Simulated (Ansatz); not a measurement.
This ErP5 structure is the end of a relaxation. The cell was found from a structure generator's guess, not taken from experiment.

Level of theory: DFT PBE, scalar-relativistic, plane waves, PAW, and for the lanthanide a 4f-in-core norm-conserving potential, in Ansatz 0.2.0. Cutoff 770 eV, Γ-centred mesh, Gaussian smearing, no spin polarisation.

```cif
data_structure
_symmetry_space_group_name_H-M 'P 1'
_symmetry_Int_Tables_number 1
_cell_length_a 5.1918
_cell_length_b 5.1918
_cell_length_c 5.1918
_cell_angle_alpha 60.000
_cell_angle_beta 60.000
_cell_angle_gamma 60.000
_cell_volume 98.96
loop_
_atom_site_label
_atom_site_type_symbol
_atom_site_fract_x
_atom_site_fract_y
_atom_site_fract_z
_atom_site_occupancy
Er1 Er 0.50000 0.50000 0.50000 1
P1 P 0.65390 0.11537 0.11537 1
P2 P 0.11537 0.65390 0.11537 1
P3 P 0.11537 0.11537 0.65390 1
P4 P 0.11537 0.11537 0.11537 1
P5 P 0.75000 0.75000 0.75000 1
```

Energies over the elements count from the elements' standard structures at the same level, with no fitted energy shifts. The references include black phosphorus.

Task: Find its symmetry and describe it.

Result: F-43m (No. 216). Conventional cell: a = 7.342 Å. Around Er lie 16 P at 3.07–3.18 Å; P on a site of symmetry 3m is surrounded by 3 P at 2.40 Å, 3 P at 2.80 Å, 3 P at 3.03 Å and 3 Er at 3.07 Å; P on a site of symmetry -43m is surrounded by 12 P at 3.03 Å and 4 Er at 3.18 Å.

Task: How far does it lie from the elements in energy?

Result: +0.05 eV/atom. A positive value: parting into the elements would lower its energy.

Task: Is it a metal?

Result: Yes, bands cross the Fermi level on the 10×10×10 mesh.

The last run used a 10×10×10 mesh for its 6-atom cell and Gaussian smearing of 0.10 eV. The reference form of P is held partly by dispersion forces, which this level lacks. A structure relaxed within its symmetry needn't be a true minimum. Another cell of ErP5 relaxed alike, in P6/mmm, lies 35 meV/atom lower, so this cell isn't the stable form at this level.

The lanthanide is trivalent by construction, without f bands, f moments or other valences. The reference runs of the other elements, and any phases without the lanthanide, used 420 eV, which shifts energies against them by under 10 meV/atom. The lanthanide's reference is the lowest of its hcp, dhcp and fcc cells.
